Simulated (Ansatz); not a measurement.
Consider the following.

Relaxed As (A7 type, space group R-3m):

```
As
1.0
    1.87288     1.08131     3.25124
   -1.87288     1.08131     3.25124
    0.00000    -2.16262     3.25124
As
2
Direct
  0.23276   0.23276   0.23276
  0.76724   0.76724   0.76724
```

In each cell atom 2 (As, nearest neighbour As at 2.518 Å; its periodic images, 3.7 Å or more away, move with it) moves by s·(0.707, 0.707, 0.000) (along Cartesian [110]), the rest being held.

Calculation: PBEsol-D3(BJ) (plane waves to 420 eV, PAW, scalar-relativistic; Ansatz, a quantum-chemistry and plane-wave program). k mesh 12×12×12 (Γ-centred), Fermi-Dirac smearing 0.05 eV. The energy includes the smearing's −TS. With partly filled bands, energies and forces of such displacements shift with the k mesh and the smearing. As was relaxed with its symmetry unable to fall. The PAW data are Ansatz's earlier set. The zero of ΔE is the undisplaced structure.

The scan covers s from -0.250 to 0.250 Å in 11 points.

Q: Is the energy the same for displacements of ±0.250 Å, and if not, which side lies higher?

A: Not even: the negative side lies higher at ±0.250 Å. With its periodic images moving along, the atom's site symmetry in this cell is 3m.

Q: What force acts on the atom along the line at s = -0.250 Å?

A: 1.15 eV/Å.

Q: What is the force constant k = d²E/ds² of this move at s = 0?

A: 3.26 eV/Å².

(For displaced atoms, the force is minus the slope of the energy, and its curvature is a force constant, which sets phonon frequencies.)
